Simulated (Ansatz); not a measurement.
Here are 2 structures of CrOS, each relaxed with r2SCAN (Ansatz 0.2.0). The cells were built from prototypes, so some may not be known phases; spin polarisation is off.

Janus 1T monolayer:
```yaml
crystal:
  lattice:
    - [2.92442, 0.00000, 0.00000]
    - [-1.46221, 2.53262, 0.00000]
    - [0.00000, 0.00000, 29.04411]
  atoms:
    - { symbol: Cr, position: [0.00000, 0.00000, 0.31764] }
    - { symbol: O, position: [0.33333, 0.66667, 0.34805] }
    - { symbol: S, position: [0.66667, 0.33333, 0.26393] }
```
Two periodic directions, a and b.

Janus 2H monolayer:
```xyz
3
Lattice="2.8191 0.0000 0.0000 -1.4095 2.4414 0.0000 0.0000 0.0000 29.4349" Properties=species:S:1:pos:R:3 pbc="T T F"
Cr    0.0000    1.6276    9.1630
O     1.4095    0.8138   10.2175
S     1.4095    0.8138    7.6195
```
Periodic in the plane only; c spans the vacuum.

**Question.** Which is lowest in energy with r2SCAN, and by how much?

**Answer.** Among these cells the lowest with r2SCAN is Janus 2H monolayer, 87 meV an atom below the next, Janus 1T monolayer. Other structures, not computed here, could lie lower.

**Question.** Does the order change among the functionals that relaxed these cells?

**Answer.** Not for the lowest cell. PBEsol, LDA, PBE agree on the lowest cell. PBEsol: Janus 1T monolayer 121, Janus 2H monolayer 0 meV an atom. LDA: Janus 1T monolayer 122, Janus 2H monolayer 0 meV an atom.

**Question.** What gaps does r2SCAN give on these cells?

**Answer.** Janus 1T monolayer: 0; Janus 2H monolayer: 0.19 i (Γ → K) (eV; d direct, i indirect).

**Question.** What gaps does PBE give on these cells?

**Answer.** Janus 1T monolayer: none (overlap 0.05); Janus 2H monolayer: 0.18 i (Γ → K) (eV; d direct, i indirect).

Where bands overlap the cell is a metal at that level, and these k meshes limit energies, forces and stress. Overlaps of a few tenths of an eV in semilocal functionals can be an artefact that a hybrid or GW lifts.

For some runs the program warns that the potential is rough where the density is thin, which bears on empty states near the vacuum.
